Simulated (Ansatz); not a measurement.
Name crystals whose computed values (the program Ansatz at the r²SCAN level (PAW)) fall in these windows: gap (eV) 0.56 to 0.69; electron conductivity mass (mₑ) 1.3 to 1.7.



```json
[
 {"crystal": "FeLi2Nb4O12, P1 (Pearson symbol aP19)", "gap (eV)": "0.60", "electron conductivity mass (mₑ)": "1.5"}
]
```
Others may fit too.

Spin orders computed, not proven ground states: FeLi2Nb4O12, P1 (Pearson symbol aP19) ferromagnetic. Typed or built starts, not in the databases checked: FeLi2Nb4O12, P1 (Pearson symbol aP19). The cell was relaxed under the symmetry of its start. No Hubbard U is applied. Scalar-relativistic: spin–orbit coupling is off unless named, which matters more the heavier the elements.

Potentials: the later of the program's two PAW sets.
